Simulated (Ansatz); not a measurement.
Li$_{4}$Nb$_{6}$NiO$_{18}$ in space group P3 (No. 143; Pearson symbol hP29), plane-wave PAW r²SCAN (Ansatz code). The conduction-band minimum lies on the K–H2 line, 33 % of the way from K, with 2 equivalent valleys. Second derivatives d²E/dk² of the lowest band at one valley (eV·Å²), along Cartesian directions:

| direction | d²E/dk² |
|---|---|
| [100] | 4.406 |
| [010] | 4.406 |
| [001] | 0.7136 |
| [110] | 4.406 |
| [101] | 2.560 |
| [011] | 2.561 |

Problem. Find the principal effective masses, the density-of-states mass and the conductivity mass.

Solution. Off-diagonal terms follow from H_xy = H[110] − (H_xx + H_yy)/2, and m*/mₑ = 7.620 eV·Å² over each eigenvalue: 1.7, 1.7, 11. One valley's DOS mass (m₁m₂m₃)^(1/3) = 3.2, conductivity mass 3/(Σ 1/mᵢ) = 2.4 mₑ.

Problem. What effective density of states Nc follows at 300 K for parabolic valleys?

Solution. Nc = 2.509e19 × 2 × (3.2)^(3/2) / 2 (one spin channel) ≈ 1.4e20 cm⁻³.

The start of the workflow was typed in or built on a structure type; neither database checked (COD, Materials Project) lists it. Its standing as an ambient phase is unchecked. The r²SCAN relaxation kept the symmetry of its start; whether a distortion lowers the energy is not shown. The final state is ferromagnetic, the only order run, not a proven ground state. Other orbital occupations within this spin state were not tried. No Hubbard U is applied. Spin–orbit coupling is left out wherever it is not named.

Potentials: the later of the program's two PAW sets.

Edges and masses are those of Kohn–Sham bands, whose gap is no quasiparticle gap.
